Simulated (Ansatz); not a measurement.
The calculation used Ansatz 0.2.0, DFT PBE, scalar-relativistic, plane waves, PAW. Cutoff 420 eV, Γ-centred meshes of about 0.25 Å⁻¹ or finer for metals and 0.3 Å⁻¹ for insulators (2π included), Gaussian smearing. No spin polarisation.

All energies are static (0 K, no zero-point motion).

Two relaxed structures of Bi₆O:

A. Space group P-3m1 (No. 164), trigonal, a = 5.544 Å, c = 8.063 Å. Bi on its first site is surrounded by 1 O at 2.23 Å, 3 Bi at 3.26 Å and 4 Bi at 3.60–3.76 Å; Bi on its second site has 4 Bi at 3.11–3.24 Å and 3 O at 3.21 Å; around Bi on its third site lie 4 Bi at 3.11–3.26 Å; O has 2 Bi at 2.23 Å and 6 Bi at 3.21 Å.

B. Space group P4/mmm (No. 123), tetragonal, a = 3.586 Å, c = 15.190 Å. Around Bi on a site of symmetry 4mm lie 1 O at 2.70 Å and 12 Bi at 3.51–3.71 Å; around Bi on a site of symmetry 4/mmm lie 4 O at 2.54 Å and 12 Bi at 3.59–3.71 Å; Bi on a second site of symmetry 4mm is surrounded by 12 Bi at 3.51–3.59 Å; Bi on a second site of symmetry 4/mmm has 12 Bi at 3.54–3.59 Å; around O lie 4 Bi at 2.54 Å and 2 Bi at 2.70 Å.

**Question.** Which would you expect to be lower, and how large is the difference?

**Answer.** They are level within the accuracy (1 meV/atom apart, with A the lower in these runs). A has space group P-3m1 (No. 164), 30.7 Å³/atom and no gap on its mesh; B has space group P4/mmm (No. 123), 27.9 Å³/atom and no gap. Counting Bi atoms around O (those within 1.25 times the shortest such distance or 1.15 times the sum of covalent radii, 1.27 where that leaves under three; the shortest distance is added where it exceeds 1.18 times the sum of covalent radii), A has O 2 and B has O 6 from 2.5 Å. Both come from trial cells of a structure search, whose lowest cell (R3, 30.1 Å³/atom) lies 76 meV/atom below the lower of the two.

For metals, differences of a few meV/atom aren't resolved. These runs have no spin–orbit coupling, which can matter for Bi. Cells relaxed within their symmetry can be saddle points. Some types were kept out of the candidates beforehand, so the set may lack a known form.
